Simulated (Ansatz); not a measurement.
YRh (CsCl type, space group No. 221) under volume change, PBEsol (plane waves, PAW; program Ansatz), scaled uniformly.

| V (Å³/atom) | E − E(relaxed) (meV/atom) | P (GPa) |
|---|---|---|
| 17.624 | 70.3 | 14.06 |
| 18.205 | 29.5 | 8.60 |
| 18.786 | 7.0 | 3.95 |
| 19.367 | 0.0 | 0.00 |
| 19.948 | 6.3 | -3.37 |
| 20.529 | 23.8 | -6.24 |
| 21.110 | 51.0 | -8.68 |

**Question.** What does a third-order Birch–Murnaghan fit give for V₀, B₀ and B′?

**Answer.** V₀ = 19.37 Å³/atom, B₀ = 121 GPa, B′ = 4.3.

Space group Pm-3m (CsCl type). The first step of the workflow began from a Materials Project structure, measured or hypothetical; the Crystallography Open Database files this formula in space group No. 221, but the cells were not matched. Whether it is the stable phase at ambient conditions was not checked. The cell was relaxed with PBEsol under the symmetry of its start; of distortions, only those at the zone centre were tested. No spin polarisation was allowed.

Potentials: the later of the program's two PAW sets.
